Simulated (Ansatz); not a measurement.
**Sb2Ru: reading a single point**

```
Sb Ru
1.0
     5.98263    0.00000    0.00000
     0.00000    6.73248    0.00000
     0.00000    0.00000    3.23418
Sb Ru
4 2
Direct
  0.18000 0.36000 0.00000
  0.82000 0.64000 0.00000
  0.68000 0.14000 0.50000
  0.32000 0.86000 0.50000
  0.00000 0.00000 0.00000
  0.50000 0.50000 0.50000
```

The numbers come from plane-wave PAW DFT (Ansatz): r2SCAN, no spin polarisation, 500 eV, 6×5×10 Γ-centred k points, fermi-dirac occupations (width 0.1 eV). Nothing was relaxed.

Problem. What is the band gap?

Solution. The gap is 0.21 eV, indirect (the least direct gap found is 0.78 eV).

Problem. What do density and ELF say about some of the short contacts?

Solution. Sb–Ru at 2.65 Å: least valence density 0.45 e/Å³ and ELF 0.38 there. Sb–Sb at 2.86 Å: least valence density 0.40 e/Å³ and ELF 0.76 there, a shared, covalent-like contact. These are pseudo-fields; inside the PAW spheres they differ from the all-electron ones.

Problem. Give the Bader charges.

Solution. Bader charges in e: Sb +0.19, Ru -0.38. In the mean Sb gives up most and Ru takes most.

Problem. Which orbitals make up the band edges?

Solution. Within 0.7 eV of the edges, the states project mainly on Sb p (47 %) and Ru d (47 %) below the gap and on Ru d (69 %) and Sb p (26 %) above it.

Problem. Is the cell too large or too small?

Solution. The pressure is -1.3 GPa (compression positive), so with the atoms held at these fractions the cell would first shrink.

Origin: a known structure type with other elements, at an estimated volume, so it need not be a known compound. Caveats: no spin-orbit coupling, which can shift this gap by tenths of an eV; the gap is not wide against the smearing.
